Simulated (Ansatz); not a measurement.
## KMnAg3C6N6: Contact hyperfine fields

Cell: a refined structure from the COD, ions relaxed with PBE at fixed cell.

Space group P312 (No. 149); a = 6.8214, c = 8.2353 Å, γ = 120.00°.

```csv
site,Wyckoff,site symmetry,x,y,z
K,1c,3.2,0.3333,0.6667,0.0000
Mn,1a,3.2,0.0000,0.0000,0.0000
Ag,3k,..2,0.5060,0.0120,0.5000
C,6l,1,0.3492,0.0051,0.2861
N,6l,1,0.2555,0.9965,0.1650
```

One atom of each set is listed.

All values are calculated (Ansatz; DFT, PBE, plane waves and PAW, scalar-relativistic, collinear spin, 420 eV cutoff, Γ-centred 5×5×4 k-points, Fermi–Dirac smearing 0.05 eV), not measured. Start moments as typed (μB): 4 on each Mn, none on the rest.

B_c = (2μ₀/3)μB(ρ↑ − ρ↓), with the spin density averaged over the Thomson radius around the nucleus, 7.77 T per e/Å³, positive along the up direction of the run. The valence column is what the valence and semicore waves of the PAW files give as listed; the rest comes from solving these waves and the inner shells again in each spin's potential.

Task: Give the site moments and the Fermi-contact fields.

Result: The cell's net moment is 5.00 μB; the site moments, counted in spheres around the atoms, add up to 4.27 μB, and the difference lies between the spheres. One atom of each set is listed.

```csv
site,m (μB),B_c (T),valence column (T),rest (T)
K,0.00,-0.1,-0.1,0.0
Mn,4.15,-36.9,36.7,-73.6
Ag,0.01,0.9,1.1,-0.1
C,0.01,0.9,1.0,-0.2
N,0.01,3.8,3.8,0.0
```

On Mn the field amounts to -8.9 T per μB of the site's moment: core polarisation sets it against the moment.

The database entry as given showed forces above 3 eV/Å or a pressure above 30 GPa, though relaxing it moves no atom far. All moments on Mn are parallel here (one such atom a cell), as the cell imposes; many such compounds order antiparallel, where fields on atoms that lie between magnetic neighbours largely cancel. The magnetic order is the one that the run reached from its start moments, not necessarily the measured one. Semilocal functionals underestimate core polarisation, so for a given moment the contact field on a magnetic ion comes out too small, by up to a factor of two. Orbital and dipolar fields are left out; they are small for half-filled shells and for d³ or d⁸ ions in regular octahedra, but can rival the contact field on other open-shell ions. Fields under about 2 T can be off by more than a tenth.
